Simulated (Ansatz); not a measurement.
# Band table of ScHg

```xyz
2
Lattice="3.4800 0.0000 0.0000 0.0000 3.4800 0.0000 0.0000 0.0000 3.4104" Properties=species:S:1:pos:R:3 pbc="T T T"
Sc    1.7400    1.7400    1.7052
Hg    0.0000    0.0000    0.0000
```

Atoms are numbered in the order listed.

The cell is COD entry 1522352, as deposited and not checked against the literature; nothing was relaxed. The listed cell was then made from it by scaling, straining or moving an atom.

Spin polarisation is left out, and whether a magnetic state lies lower isn't shown here.

No spin–orbit coupling, which matters for the heavy atoms here.

Method: DFT, PBEsol, all-electron LAPW, scalar-relativistic in Ansatz 0.2.0.

Numerical set-up: a Γ-centred 12×12×12 k mesh, Fermi–Dirac smearing of 0.08 eV, basis error target 0.5 meV/atom, no spin polarisation.

Path points, in fractions of the reciprocal vectors: Γ (0.000, 0.000, 0.000), X (0.000, 0.500, 0.000), M (0.500, 0.500, 0.000), Z (0.000, 0.000, 0.500), R (0.000, 0.500, 0.500), A (0.500, 0.500, 0.500). Levels in eV from the Fermi level; bands 16 to 25, counted from the lowest band of the run. The gap is zero.

```
# k(1/Å) point b16 b17 b18 b19 b20 b21 b22 b23 b24 b25
0.000 Γ -8.73 -8.10 -8.07 -7.22 -7.18 -7.18 0.32 0.37 2.54 2.58
0.181 - -8.59 -8.08 -8.01 -7.24 -7.20 -7.17 0.27 0.32 2.21 2.31
0.361 - -8.26 -8.02 -7.74 -7.30 -7.25 -7.15 -0.18 0.20 1.65 1.79
0.542 - -8.02 -7.95 -7.36 -7.32 -7.13 -7.05 -1.38 0.08 1.16 1.33
0.722 - -7.93 -7.85 -7.41 -7.37 -7.11 -6.02 -2.90 -0.02 0.85 1.04
0.903 X -7.90 -7.81 -7.43 -7.39 -7.10 -5.14 -3.96 -0.06 0.75 0.93
1.083 - -7.90 -7.71 -7.52 -7.40 -7.14 -5.12 -3.75 0.04 0.68 1.05
1.264 - -7.92 -7.71 -7.43 -7.42 -7.25 -5.03 -3.17 0.30 0.45 1.35
1.444 - -7.94 -7.92 -7.47 -7.38 -7.07 -4.81 -2.37 -0.04 0.57 1.73
1.625 - -8.07 -7.95 -7.50 -7.48 -6.80 -4.43 -1.53 -0.72 0.63 2.06
1.806 M -8.12 -7.96 -7.51 -7.51 -6.70 -4.19 -1.08 -1.08 0.53 2.19
2.061 - -8.02 -7.95 -7.48 -7.45 -6.88 -4.76 -1.28 -0.87 0.71 1.96
2.316 - -7.97 -7.78 -7.40 -7.32 -7.27 -6.06 -0.99 -0.41 0.70 1.61
2.572 - -8.06 -7.68 -7.67 -7.29 -7.21 -7.20 -0.19 0.01 0.84 1.63
2.827 - -8.46 -8.03 -7.97 -7.26 -7.21 -7.18 0.23 0.28 1.84 2.13
3.082 Γ -8.73 -8.10 -8.07 -7.22 -7.18 -7.18 0.32 0.37 2.54 2.58
3.266 - -8.58 -8.05 -8.03 -7.21 -7.21 -7.21 0.29 0.34 2.25 2.25
3.451 - -8.22 -8.00 -7.75 -7.27 -7.27 -7.19 -0.06 0.24 1.66 1.66
3.635 - -7.95 -7.93 -7.36 -7.36 -7.16 -7.01 -1.19 0.13 1.17 1.17
3.819 - -7.88 -7.81 -7.42 -7.42 -7.14 -5.92 -2.73 0.03 0.85 0.85
4.003 Z -7.85 -7.76 -7.45 -7.45 -7.13 -4.94 -3.89 -0.01 0.74 0.74
4.184 - -7.84 -7.67 -7.53 -7.46 -7.17 -4.91 -3.68 0.10 0.69 0.87
4.364 - -7.85 -7.73 -7.49 -7.40 -7.29 -4.83 -3.10 0.37 0.48 1.19
4.545 - -7.94 -7.87 -7.53 -7.42 -7.04 -4.61 -2.30 0.03 0.67 1.61
4.726 - -8.09 -7.89 -7.57 -7.52 -6.76 -4.25 -1.46 -0.60 0.77 1.96
4.906 R -8.14 -7.90 -7.58 -7.56 -6.66 -4.03 -1.01 -0.95 0.67 2.10
5.087 - -8.11 -7.79 -7.61 -7.59 -6.66 -3.96 -1.12 -1.06 0.82 2.34
5.267 - -8.04 -7.68 -7.65 -7.49 -6.66 -3.74 -1.34 -1.32 1.27 2.97
5.448 - -7.95 -7.76 -7.73 -7.11 -6.65 -3.30 -1.59 -1.59 1.76 1.95
5.628 - -7.87 -7.82 -7.79 -6.79 -6.64 -2.57 -1.77 -1.76 0.23 2.70
5.809 A -7.85 -7.85 -7.82 -6.68 -6.63 -1.84 -1.84 -1.82 -0.80 3.08
6.064 - -7.88 -7.82 -7.77 -6.85 -6.71 -3.05 -1.73 -1.52 0.82 2.56
6.320 - -7.89 -7.73 -7.63 -7.20 -6.95 -4.13 -1.82 -0.76 1.64 2.19
6.575 - -7.79 -7.61 -7.55 -7.42 -7.31 -4.68 -2.57 0.04 0.80 1.89
6.830 - -7.78 -7.64 -7.58 -7.50 -7.21 -4.89 -3.49 0.21 0.57 1.05
7.086 Z -7.85 -7.76 -7.45 -7.45 -7.13 -4.94 -3.89 -0.01 0.74 0.74
7.344 - -7.86 -7.73 -7.50 -7.43 -7.18 -5.82 -2.61 0.11 0.78 0.96
7.602 - -7.92 -7.67 -7.50 -7.40 -7.27 -6.57 -0.92 0.09 0.77 1.35
7.859 - -7.93 -7.66 -7.52 -7.40 -7.26 -6.59 -1.07 0.15 0.83 1.35
8.117 - -7.88 -7.79 -7.46 -7.42 -7.15 -5.93 -2.75 0.08 0.95 0.96
8.375 X -7.90 -7.81 -7.43 -7.39 -7.10 -5.14 -3.96 -0.06 0.75 0.93
```
